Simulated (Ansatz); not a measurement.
## Band structure of MnAs

```xyz
4
Lattice="3.7100 0.0000 0.0000 -1.8550 3.2130 0.0000 0.0000 0.0000 5.6910" Properties=species:S:1:pos:R:3 pbc="T T T"
Mn    0.0000    0.0000    0.0000
Mn    0.0000    0.0000    2.8455
As    0.0000    2.1420    1.4227
As    1.8550    1.0710    4.2683
```

Atom numbers follow the list: Mn1, Mn2, As3, As4.

The geometry is COD entry 9008898, unchecked; take it as a test cell. It is an old determination, and later ones may differ.

The magnetic state is the one reached from the start moments; no search over orders was made, so it needn't be the ground state.

Computed with DFT, PBE, all-electron LAPW, scalar-relativistic in Ansatz 0.2.0.

Settings: a Γ-centred 11×11×7 k mesh, Fermi–Dirac smearing of 0.05 eV, basis error target 1 meV/atom, spin-polarised from start moments Mn1 4, Mn2 4 μB, ending with a cell moment of 6.25 μB.

Points in fractions of the reciprocal vectors of this cell: Γ (0, 0, 0), M (0.5, 0, 0), K (0.333, 0.333, 0), A (0, 0, 0.5), L (0.5, 0, 0.5), H (0.333, 0.333, 0.5). The path joins them by straight lines in the order Γ–M–K–Γ–A–L–H–A–L; legs that retrace an earlier one aren't tabulated. Energies are in eV from the Fermi level.

**Question.** List the spin-down levels at M between -14 and 7 eV.

**Answer.** -11.20, -10.89, -5.87, -3.96, -3.32, -3.16, -2.74, -2.07, -1.32, 0.65, 0.74, 0.78, 0.85, 1.40 (×2), 1.95, 3.22, 4.40, 4.92, 6.07, 6.55, 6.81.

**Question.** List the spin-down levels at L between -14 and 7 eV.

**Answer.** -11.00 (×2), -5.73 (×2), -2.44 (×2), -2.36 (×2), -0.08 (×2), 0.96 (×2), 1.07 (×2), 2.08 (×2), 2.97 (×2), 4.57 (×2).

**Question.** List the spin-up levels at Γ between -14 and 7 eV.

**Answer.** -13.20, -10.66, -6.49, -4.19 (×2), -3.46, -2.95 (×2), -2.72 (×2), -1.85 (×2), -0.49, 0.54 (×2), 1.47, 2.84 (×2), 3.79, 5.00, 6.77 (×2).

**Question.** What is the band gap?

**Answer.** none: bands cross the Fermi level, a metal.
